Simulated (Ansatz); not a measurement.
Relaxation of a generated cell, WC built in the NiAs structure type; 4 atoms in the cell, which starts as P6₃/mmc (No. 194), hP4; a = b = 4.110 Å, c = 5.729 Å, α = β = 90.00°, γ = 120.00°. Level of theory: r2SCAN (plane waves to 500 eV, PAW, scalar-relativistic; Ansatz, a quantum-chemistry and plane-wave program). Γ-centred k-mesh 7×7×4 on the run's cell (coarser than for final values), Fermi–Dirac smearing 0.05 eV. This is the first round of the run. 

The optimiser's lines from the output (shortened; P is positive under compression):

```
relax step   1: F+E_penalty+E_count = -21285.90780592 eV  Δ(F+E_penalty+E_count) = +0.000e0 eV  max|allowed force component| = 2.197e-17 eV/Å  Δτ_max = 0.0000 Å  P = -49.510 GPa  Ω = 83.812 Å³  (9 SCF iters, dr2 threshold 1.00e-7 eV, accepted)
relax step   2: F+E_penalty+E_count = -21289.57872029 eV  Δ(F+E_penalty+E_count) = -3.671e0 eV  max|allowed force component| = 7.401e-17 eV/Å  Δτ_max = 0.0000 Å  P = -52.527 GPa  Ω = 72.411 Å³  (8 SCF iters, dr2 threshold 4.00e-7 eV, accepted)
relax step   3: F+E_penalty+E_count = -21292.74933115 eV  Δ(F+E_penalty+E_count) = -3.171e0 eV  max|allowed force component| = 6.939e-17 eV/Å  Δτ_max = 0.0000 Å  P = -50.658 GPa  Ω = 63.047 Å³  (7 SCF iters, dr2 threshold 4.00e-7 eV, accepted)
relax step   4: F+E_penalty+E_count = -21295.35544403 eV  Δ(F+E_penalty+E_count) = -2.606e0 eV  max|allowed force component| = 2.405e-16 eV/Å  Δτ_max = 0.0000 Å  P = -42.675 GPa  Ω = 55.333 Å³  (8 SCF iters, dr2 threshold 4.00e-7 eV, accepted)
relax step   5: F+E_penalty+E_count = -21297.38657444 eV  Δ(F+E_penalty+E_count) = -2.031e0 eV  max|allowed force component| = 3.423e-16 eV/Å  Δτ_max = 0.0000 Å  P = -31.479 GPa  Ω = 49.584 Å³  (7 SCF iters, dr2 threshold 4.00e-7 eV, accepted)
relax step   6: F+E_penalty+E_count = -21298.91754639 eV  Δ(F+E_penalty+E_count) = -1.531e0 eV  max|allowed force component| = 5.089e-17 eV/Å  Δτ_max = 0.0000 Å  P = -17.845 GPa  Ω = 45.268 Å³  (7 SCF iters, dr2 threshold 4.00e-7 eV, accepted)
relax step   7: F+E_penalty+E_count = -21299.59843454 eV  Δ(F+E_penalty+E_count) = -6.809e-1 eV  max|allowed force component| = 2.174e-16 eV/Å  Δτ_max = 0.0000 Å  P = +8.747 GPa  Ω = 41.144 Å³  (7 SCF iters, dr2 threshold 4.00e-7 eV, accepted)
relax step   8: F+E_penalty+E_count = -21299.61584949 eV  Δ(F+E_penalty+E_count) = -1.741e-2 eV  max|allowed force component| = 2.544e-16 eV/Å  Δτ_max = 0.0000 Å  P = -4.193 GPa  Ω = 42.393 Å³  (7 SCF iters, dr2 threshold 4.00e-7 eV, accepted)
relax step   9: F+E_penalty+E_count = -21299.62486251 eV  Δ(F+E_penalty+E_count) = -9.013e-3 eV  max|allowed force component| = 1.295e-16 eV/Å  Δτ_max = 0.0000 Å  P = -0.343 GPa  Ω = 42.017 Å³  (6 SCF iters, dr2 threshold 4.00e-7 eV, accepted)
relax step  10: F+E_penalty+E_count = -21299.62493132 eV  Δ(F+E_penalty+E_count) = -6.881e-5 eV  max|allowed force component| = 2.591e-16 eV/Å  Δτ_max = 0.0000 Å  P = -0.006 GPa  Ω = 41.978 Å³  (4 SCF iters, dr2 threshold 4.00e-7 eV, accepted)
relax step  11: F+E_penalty+E_count = -21299.61716195 eV  Δ(F+E_penalty+E_count) = +7.769e-3 eV  max|allowed force component| = 2.498e-16 eV/Å  Δτ_max = 0.0000 Å  P = -0.002 GPa  Ω = 41.978 Å³  stress off target by 3.62e-2 GPa  SCF on the basis re-selected at this cell (its energy is not comparable with the rows above)  (7 SCF iters)
relax step  12: F+E_penalty+E_count = -21299.61716272 eV  Δ(F+E_penalty+E_count) = -7.703e-7 eV  max|allowed force component| = 4.348e-16 eV/Å  Δτ_max = 0.0000 Å  P = +0.000 GPa  Ω = 41.978 Å³  (4 SCF iters, dr2 threshold 3.28e-9 eV, accepted)
relax step  13: F+E_penalty+E_count = -21299.61716074 eV  Δ(F+E_penalty+E_count) = +1.975e-6 eV  max|allowed force component| = 2.961e-16 eV/Å  Δτ_max = 0.0000 Å  P = +0.000 GPa  Ω = 41.978 Å³  stress off target by 3.72e-4 GPa  SCF on the basis re-selected at this cell (its energy is not comparable with the rows above)  (4 SCF iters)
```

From the first to the last row the energy changes by -3.43 eV/atom and the volume by -49.9 %. The last row is marked as not comparable with the walk above it, whose basis was carried along; it does compare with step 1, since both stand on a basis selected at the nominal cutoff for their own cell.

Later rounds, restarted from the end of this one on a renewed k-mesh, logged 8 more steps and released under 0.01 eV/atom more. The final structure after all rounds: P6₃/mmc (No. 194), hP4, NiAs type; a = 2.909 Å, b = 2.909 Å, c = 5.728 Å, α = 90.00°, β = 90.00°, γ = 120.00°. Between re-selections the logged energies stand on a plane-wave basis carried along with the cell. No spin polarisation in the result.

The run could not lose the symmetry of its start; a randomly shaken copy of 8 atoms returns to this structure.

All atoms sit on sites fixed by symmetry, so only the cell could relax.

The relaxed structure here is a generated cell of WC: the first start was made by placing the elements on the sites of a structure type, and the end was not matched to a known phase here, so it may be hypothetical. Known forms of WC include space group No. 187.
